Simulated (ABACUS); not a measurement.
Worked example: self-consistent single point of Ag (C2, 4 atoms in the cell; from Materials Project mp-8566, changed as shown) in ABACUS.

Method: LDA (PW92), PseudoDojo 0.4 standard norm-conserving LDA (tails mended) pseudopotentials (plane waves; ABACUS).

The change in words: atom 1 moved by -0.04 angstrom along x. Reference geometry (P6_3/mmc):
```
CELL_PARAMETERS angstrom
      2.91113     0.00000     0.00000
     -1.45556     2.52111     0.00000
      0.00000     0.00000     9.46371
ATOMIC_POSITIONS crystal
  Ag 0.00000 0.00000 0.00000
  Ag 0.00000 0.00000 0.50000
  Ag 0.33333 0.66667 0.25000
  Ag 0.66667 0.33333 0.75000
```

Reference input (self-consistent single point, DFT, LDA (PW92), plane waves, PseudoDojo 0.4 standard norm-conserving LDA (tails mended) pseudopotentials): KPT = Gamma 6 6 2 0 0 0; basis_type = pw; dft_functional = PWLDA; ecutwfc = 86 Ry; smearing_method = gaussian; smearing_sigma = 0.00999582 Ry; potentials = PseudoDojo 0.4 standard norm-conserving LDA (tails mended); symmetry = 1; ks_solver = cg; scf_nmax = 100; scf_thr = 1.0e-09 Ry; mixing_type = broyden. This run's input differs from it in these lines:

```diff
@@ -36,3 +36,3 @@
 4
-   0.0000000000    0.0000000000    0.0000000000 1 1 1
+  -0.0137400000    0.0000000000    0.0000000000 1 1 1
    0.0000000000    0.0000000000    0.5000000000 1 1 1
```

Output, abridged:

```
 SELF-CONSISTENT
 -------------------------------------------
                                 init_chg = atomic

 PW ALGORITHM --------------- ION=   1  ELEC=   1--------------------------------
 Notice: Threshold on eigenvalues was too large.

 Density error is 0.279316365321
                          Error Threshold = 0.000180914403051
 E_KohnSham     -1239.7634164922     -16867.8466362416
 E_Fermi        1.2474036818         16.9717977787

 PW ALGORITHM --------------- ION=   1  ELEC=   2--------------------------------

 Density error is 0.133532932384
                          Error Threshold = 0.000367521533318
   [... lines left out ...]

 Density error is 2.93138264883e-08
                          Error Threshold = 1.00834293782e-10
 E_KohnSham     -1239.8776375577     -16869.4006935635
 E_Fermi        1.2087662439         16.4461084676

 PW ALGORITHM --------------- ION=   1  ELEC=  16--------------------------------

 Density error is 7.79473375956e-10
                          Error Threshold = 3.85708243268e-11
 E_KohnSham     -1239.8776375623     -16869.4006936257
 E_KS(sigma->0) -1239.8769403178     -16869.3912071282
 E_entropy(-TS) -0.0013944889        -0.0189729951
 E_Fermi        1.2087730079         16.4462004958
 charge density convergence is achieved
 final etot is -16869.400694 eV
 EFERMI = 16.446200496 eV

 STATE ENERGY(eV) AND OCCUPATIONS    NSPIN == 1
   [... 45 lines left out ...]

 TOTAL-FORCE (eV/Angstrom)
                       Ag1         0.0405067016        -0.0000007649         0.0006495467
                       Ag2        -0.0012312899        -0.0000007201        -0.0006232782
                       Ag3        -0.0196348095        -0.0008472856         0.0027699055
                       Ag4        -0.0196406022         0.0008487707        -0.0027961740

 TOTAL-STRESS (KBAR)
       -75.5498726735        -0.0000113794        -0.0000143645
        -0.0000113794       -75.5035866632        -0.0952378352
        -0.0000143645        -0.0952378352      -100.4291870274
 TOTAL-PRESSURE: -83.827549 KBAR

 --------------------------------------------
 !FINAL_ETOT_IS -16869.4006936257355846 eV
 --------------------------------------------
```

The run converged in 16 iterations. Against the reference run the free energy hardly moves (within 1 meV/atom), the pressure hardly changes (-8.39 to -8.38 GPa) and the largest force goes from 0.000 to 0.041 eV/Å.

The structure comes from a collection of computed structures, made at another level of theory; the collection holds predicted forms beside known ones. No clean gap shows at this smearing width and mesh (spacing up to 0.42 Å⁻¹); the mesh is coarse for partly filled bands, so the values carry mesh errors.

Cost on one core: about 7 core-minutes (a rough figure).

“Tails mended”: in these copies of the files the far tail of each local potential was reset to the Coulomb form.
